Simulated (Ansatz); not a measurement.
**Kick test of a cell of Si4Mo3**

The structure comes from a proposed guess, relaxed at this level; another structure or a mixture of phases may lie lower.

Level of theory: DFT PBE, scalar-relativistic, plane waves, PAW (Ansatz). Cutoff 420 eV; k points 14×14×14 on the computed 7-atom cell (Γ-centred); Gaussian smearing, width 0.10 eV; no spin polarisation.

The cell below (7 atoms, space group I4/mmm (No. 139)) is relaxed within its symmetry.

```
Si Mo
1.0
    -1.59887    1.59887    9.51574
     1.59887   -1.59887    9.51574
     1.59887    1.59887   -9.51574
Si Mo
4 3
Cartesian
  0.0000 0.0000 8.2036
  0.0000 0.0000 10.8279
  0.0000 0.0000 16.3416
  0.0000 0.0000 2.6899
  0.0000 0.0000 0.0000
  0.0000 0.0000 5.5998
  0.0000 0.0000 13.4317
```

For the test it was strained at random (σ = 1.5 % a component), the atoms were moved at random (σ = 0.05 Å), and all was relaxed again on a coarse 8×8×8 mesh (in the run’s order of axes) with 0.20 eV smearing, with no symmetry imposed.

**Question.** Does it come back?

**Answer.** It returns, within 1 meV/atom of the unmoved cell on that mesh and with the same symmetry when read at 0.1 Å. No instability shows in this cell; modes of other wave vectors, which need another repeat, aren't tested.
